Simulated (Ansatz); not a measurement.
SiSnO3:
```yaml
crystal:
  lattice:
    - [3.46524, 0.00000, 0.00000]
    - [0.00000, 3.46524, 0.00000]
    - [0.00000, 0.00000, 4.73609]
  atoms:
    - { symbol: Si, position: [0.50000, 0.50000, 0.49121] }
    - { symbol: Sn, position: [0.00000, 0.00000, 0.02104] }
    - { symbol: O, position: [0.50000, 0.50000, 0.83222] }
    - { symbol: O, position: [0.50000, 0.00000, 0.38077] }
    - { symbol: O, position: [0.00000, 0.50000, 0.38077] }
```

Relaxed with r²SCAN. Special points in fractions of this cell's reciprocal vectors: Γ (0.000, 0.000, 0.000); X (0.000, 0.500, 0.000); M (0.500, 0.500, 0.000); Z (0.000, 0.000, 0.500); R (0.000, 0.500, 0.500); A (0.500, 0.500, 0.500).

List the band energies nearest the valence-band maximum at these points for plane-wave PAW r²SCAN with spin–orbit coupling (Ansatz code).

In eV from the valence-band maximum; about four levels below and three above (degenerate sets whole), none deeper than 8.9 eV; points with the same levels are listed once.

| k | below | above |
|---|---|---|
| Γ | -3.30 -3.30 -3.27 -3.27 | 1.32 1.32 4.92 4.92 |
| X | -3.84 -3.84 0.00 0.00 | 1.89 1.89 5.08 5.08 |
| M | -2.57 -2.57 -1.78 -1.78 | 3.35 3.35 4.42 4.42 |
| Z | -3.20 -3.20 -2.02 -2.02 | 2.04 2.04 2.46 2.46 |
| R | -3.98 -3.98 -0.58 -0.58 | 3.21 3.21 4.68 4.68 |
| A | -3.48 -3.48 -3.48 -3.48 -1.79 -1.79 | 3.63 3.63 4.00 4.00 |

Space group P4mm. A made-up cell: these elements were put on the sites of a structure type; neither database checked (COD, Materials Project) lists it. Whether it is the stable phase at ambient conditions was not checked. The r²SCAN relaxation kept the symmetry of its start; whether a distortion lowers the energy is not shown.

Potentials: the earlier of the program's two PAW sets.
